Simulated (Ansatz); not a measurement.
## YIr2: settings compared (Ansatz)

Input:

```yaml
crystal:
  lattice:
    - [0.0, 3.73252223, 3.73252223]
    - [3.73252223, 0.0, 3.73252223]
    - [3.73252223, 3.73252223, 0.0]
  atoms:
    - { symbol: "Y", position: [0.0, 0.0, 0.0] }
    - { symbol: "Y", position: [0.25, 0.25, 0.25] }
    - { symbol: Ir, position: [0.625, 0.625, 0.625] }
    - { symbol: Ir, position: [0.125, 0.625, 0.625] }
    - { symbol: Ir, position: [0.625, 0.625, 0.125] }
    - { symbol: Ir, position: [0.625, 0.125, 0.625] }
  symmetry: { tolerance: 0.0003 }
kpoints:
  mp_grid: { grid: [4, 4, 4], shift: [0, 0, 0] }
magnetization:
  spin_polarized: false
scf:
  occupations: { method: fermi_dirac }
hamiltonian:
  pseudopotentials: { kind: paw }
  xc: r2scan
basis:
  ecutwfc: 500
output:
  forces: true
  stress: true
  eigenvalues: true
relax:
  max_steps: 40
  cell: {}
```

The command:

```bash
ansatz run input.yaml --threads 1 --pin off --max-ram 2560MiB --backend cpu --events-out ev --progress --plain --runs-dir out
```

Origin of the cell: a database entry, scaled a little.

The smearing width isn't typed, so it takes its default of 0.1 eV.

Output of this run (shortened):

```
SCF iter   1: F=—  HF=-55519.506170 eV  Δρ=1.60e-2  dr2=5.70e-1  dr2_τ=2.16e-1
SCF iter   2: F=—  HF=-55519.593205 eV  Δρ=6.23e-3  dr2=8.64e-2  dr2_τ=1.27e-2  defer=4
SCF iter   3: F=—  HF=-55519.591861 eV  Δρ=2.43e-3  dr2=8.50e-3  dr2_τ=4.45e-4  defer=4
SCF iter   4: F=—  HF=-55519.591884 eV  Δρ=6.10e-4  dr2=9.54e-4  dr2_τ=3.13e-5  defer=4
SCF iter   5: F=—  HF=-55519.591980 eV  Δρ=2.69e-4  dr2=1.52e-4  dr2_τ=9.17e-6  defer=4
SCF iter   6: F=—  HF=-55519.591974 eV  Δρ=4.56e-5  dr2=2.04e-6  dr2_τ=1.66e-7  defer=4
SCF iter   7: F=—  HF=-55519.591991 eV  Δρ=1.04e-5  dr2=1.44e-7  dr2_τ=1.35e-8  defer=4
SCF iter   8: F=-55519.591991 eV  HF=-55519.591991 eV  Δρ=2.49e-6  dr2=1.42e-8  dr2_τ=5.93e-10
relax step   1: F+E_penalty+E_count = -55519.591991 eV  Δ(F+E_penalty+E_count) = +0.000e0 eV  max|allowed force component| = 3.084e-18 eV/Å  Δτ_max = 0.0000 Å  P = +6.970 GPa  Ω = 104.001 Å³ […]
relax step   2: F+E_penalty+E_count = -55519.419888 eV  Δ(F+E_penalty+E_count) = +1.721e-1 eV  max|allowed force component| = 2.467e-17 eV/Å  Δτ_max = 0.0000 Å  P = -10.943 GPa  Ω = 113.732 Å³ […]
relax step   3: F+E_penalty+E_count = -55519.657326 eV  Δ(F+E_penalty+E_count) = -6.534e-2 eV  max|allowed force component| = 2.766e-17 eV/Å  Δτ_max = 0.0000 Å  P = -0.705 GPa  Ω = 107.583 Å³ […]
relax step   4: F+E_penalty+E_count = -55519.658314 eV  Δ(F+E_penalty+E_count) = -9.878e-4 eV  max|allowed force component| = 3.161e-17 eV/Å  Δτ_max = 0.0000 Å  P = -0.009 GPa  Ω = 107.229 Å³ […]
relax step   5: F+E_penalty+E_count = -55519.660130 eV  Δ(F+E_penalty+E_count) = -1.816e-3 eV  max|allowed force component| = 2.650e-17 eV/Å  Δτ_max = 0.0000 Å  P = -0.003 GPa  Ω = 107.229 Å³  stress off target by 2.69e-3 GPa […]
SCF 5 converged in 6 iterations: F = -55519.660130 eV  dr2 = 2.37e-11
basis re-selected at this cell: Δ(F+E_penalty+E_count) = -1.816e-3 eV, ΔP = +0.006 GPa vs the last step (what re-selecting the basis moved, of the pressure what is left beyond the Pulay corre […]
SCF converged after 6 iterations
Free energy (F): -55519.660130 eV
Harris-Foulkes:  -55519.660130 eV  (|F-HF|=2.91e-11)
Internal energy: -55519.531742 eV  (E = F + TS)
E sigma→0 (E₀):  -55519.595936 eV
Entropy (-TS):   -0.128388 eV (-21.398 meV/atom)
Fermi energy:    19.141273 eV
--- Per-component energies (eV) ---
  E_band       = -830.578343
  E_kinetic    = 3107.000952
  E_local      = -7127.021652  (includes V_loc(G=0)·N_el)
  E_nonlocal   = 397.528188
  E_hartree    = 2763.570547
  E_xc         = -1361.117272
  E_vxc        = -1784.101790  (∫ρ·V_xc dr)
  E_paw        = -42682.816874  (= ΣΔE_a)
  E_vpaw       = -1059.379642  (= ΣTr[D̂ρ^β])
  E_aug_tail   = -0.000084  (compensation charges beyond the density's cutoff)
  E_vtau       = 108.254205  (kinetic-family band-sum trace: ∫τ·v_τ [+ j·A + Jᵃ·Aᵃ] dr)
  E_ewald      = -10615.100067
  E_core_change = -1.575481  (= ΣΔE_core)
  E_smearing   = -0.128388  (= −TS)
  Σ components = -55519.660130   (vs F -55519.660130, Δ=0.00e0)
--- Forces (eV/Å), atoms counted from 1 ---
  atom   1  Y      0.000000     0.000000     0.000000
  atom   2  Y     -0.000000    -0.000000    -0.000000
  atom   3  Ir    -0.000000     0.000000    -0.000000
  atom   4  Ir    -0.000000    -0.000000    -0.000000
  atom   5  Ir    -0.000000    -0.000000     0.000000
  atom   6  Ir    -0.000000     0.000000    -0.000000
  max |Σ_I F_I| component: 9.25e-18 eV/Å
--- Stress (GPa, compression-positive) ---
       -0.002686       0.000000       0.000000
        0.000000      -0.002686       0.000000
        0.000000       0.000000      -0.002686
  P = ⅓ Tr σ = -0.0027 GPa (-0.027 kbar)
--- Relaxed structure (4 steps of the walk, 3 accepted, 1 SCFs on fresh bases) ---
  F+E_penalty+E_count = -55519.660130 eV   max|allowed force component| = 2.650e-17 eV/Å   (the final SCF, on the basis selected at the relaxed cell)
  cell:  # Å, volume = 107.2288 Å³
    - [0.0, 3.770745, 3.770745]
    - [3.770745, 0.0, 3.770745]
    - [3.770745, 3.770745, 0.0]
  atoms:
    - { symbol: Y, position: [0.0, 0.0, 0.0] }
    - { symbol: Y, position: [0.25, 0.25, 0.25] }
    - { symbol: Ir, position: [0.625000, 0.625000, 0.625000] }
    - { symbol: Ir, position: [0.125, 0.625000, 0.625000] }
    - { symbol: Ir, position: [0.625000, 0.625000, 0.125] }
    - { symbol: Ir, position: [0.625000, 0.125, 0.625000] }
```

The same input was run again with these changes:

1. `scf.lower_state_search` default → light; `basis.ecutrho_ratio` default → 6
2. `crystal.symmetry` { tolerance: 0.0003 } → { detect: false }; `kpoints.mp_grid.shift` [0, 0, 0] → [0.5, 0.5, 0.5]
3. `hamiltonian.pseudopotentials` { kind: paw } → { kind: paw, source: jth }; `scf.n_extra_bands` default → 16
4. `basis.xc_grid` default → 1

| run | end | SCF iterations | volume (Å³/atom) | max force component (eV/Å) | moment (μB) | ΔE(σ→0) (meV/atom) |
| --- | --- | --- | --- | --- | --- | --- |
| base | converged | 35 | 17.87 | 0.000 | – | 0 |
| 1 | converged | 34 | 17.87 | 0.000 | – | 0.00 |
| 2 | converged | 42 | 17.86 | 0.004 | – | -6.09 |
| 3 | converged | 39 | 17.90 | 0.000 | – | – |
| 4 | converged | 35 | 17.87 | 0.000 | – | 0.08 |

Energies are compared only where functional, datasets, charge and starting cell are the same.

Caveats of the base run: no moments, though an odd count or open d shells may carry them; no spin-orbit coupling, though heavy elements are present; the k mesh is coarse if the cell is a metal; the relaxation held the start's symmetry, so the end may be a saddle point.

Run 2: the displaced walk ended near the symmetry of the start; the program displaced the start to leave a saddle point.
Run 3: the cutoff lies below the datasets' advice.

The base run took 33 s on 1 thread of Arm Neoverse V2, on a shared host, peak memory 0.66 GiB, from the program's own first density.
